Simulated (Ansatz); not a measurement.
Geometry optimisation in Ansatz: input, command and trajectory.

```yaml
crystal:
  lattice:
    - [4.0900843243, 0.0, 0.0]
    - [0.0, 4.0900843243, 0.0]
    - [0.0, 0.0, 4.0900843243]
  atoms:
    - { symbol: "Y", position: [0.0, 0.0, 0.0] }
    - { symbol: B, position: [0.199048479, 0.5, 0.5] }
    - { symbol: B, position: [0.5, 0.199048479, 0.5] }
    - { symbol: B, position: [0.800951521, 0.5, 0.5] }
    - { symbol: B, position: [0.5, 0.800951521, 0.5] }
    - { symbol: B, position: [0.5, 0.5, 0.199048479] }
    - { symbol: B, position: [0.5, 0.5, 0.800951521] }
basis:
  ecutwfc: 500
kpoints:
  mp_grid: { grid: [10, 10, 10] }
hamiltonian:
  xc: r2scan
scf:
  occupations: { method: gaussian, width: 0.1 }
output:
  forces: true
  stress: true
  eigenvalues: true
relax:
  adjacent_minimum: "off"
  f_tol: 0.005
  max_steps: 80
  cell: { stress_tol: 0.05 }
```

```bash
ansatz run input.yaml --threads 2 --pin off --max-ram 5120MiB --backend cpu --events-out ev --progress --plain --runs-dir out
```

Computed with DFT r2SCAN, scalar-relativistic, plane waves, PAW (Ansatz).

Of 4 frames 3 are shown, positions in Å and forces in eV/Å; the SCF threshold varies from step to step. Steps run on the plane waves of an earlier cell, with a Pulay correction in the pressure. The basis is chosen afresh for the last frame, the zero of the energies, and at times for earlier ones too; energy and pressure can step there, also at an unchanged geometry. Where two frames share a geometry here, they differ by under 2 meV/atom and 0.3 GPa.

```xyz
7
Lattice="4.0901 0.0000 0.0000 0.0000 4.0901 0.0000 0.0000 0.0000 4.0901" Properties=species:S:1:pos:R:3:forces:R:3 pbc="T T T" step=1 free_energy_over_end_meV_per_atom=0.01 pressure_GPa=-0.09
Y     0.0000    0.0000    0.0000    0.0000    0.0000    0.0000
B     0.8141    2.0450    2.0450   -0.0296    0.0000    0.0000
B     2.0450    0.8141    2.0450    0.0000   -0.0296    0.0000
B     3.2760    2.0450    2.0450    0.0296    0.0000    0.0000
B     2.0450    3.2760    2.0450    0.0000    0.0296    0.0000
B     2.0450    2.0450    0.8141    0.0000    0.0000   -0.0296
B     2.0450    2.0450    3.2760    0.0000    0.0000    0.0296
7
Lattice="4.0893 0.0000 0.0000 0.0000 4.0893 0.0000 0.0000 0.0000 4.0893" Properties=species:S:1:pos:R:3:forces:R:3 pbc="T T T" step=2 free_energy_over_end_meV_per_atom=0.00 pressure_GPa=-0.01
Y     0.0000    0.0000    0.0000    0.0000    0.0000    0.0000
B     0.8137    2.0447    2.0447   -0.0123    0.0000    0.0000
B     2.0447    0.8137    2.0447    0.0000   -0.0123    0.0000
B     3.2756    2.0447    2.0447    0.0123    0.0000    0.0000
B     2.0447    3.2756    2.0447    0.0000    0.0123    0.0000
B     2.0447    2.0447    0.8137    0.0000    0.0000   -0.0123
B     2.0447    2.0447    3.2756    0.0000    0.0000    0.0123
7
Lattice="4.0891 0.0000 0.0000 0.0000 4.0891 0.0000 0.0000 0.0000 4.0891" Properties=species:S:1:pos:R:3:forces:R:3 pbc="T T T" step=4 free_energy_over_end_meV_per_atom=0.00 pressure_GPa=0.01
Y     0.0000    0.0000    0.0000    0.0000    0.0000    0.0000
B     0.8135    2.0446    2.0446   -0.0017    0.0000    0.0000
B     2.0446    0.8135    2.0446    0.0000   -0.0017    0.0000
B     3.2756    2.0446    2.0446    0.0017    0.0000    0.0000
B     2.0446    3.2756    2.0446    0.0000    0.0017    0.0000
B     2.0446    2.0446    0.8135    0.0000    0.0000   -0.0017
B     2.0446    2.0446    3.2756    0.0000    0.0000    0.0017
```

It took 20 s on 2 threads of Arm Neoverse V1 (shared host), peak memory 0.52 GiB.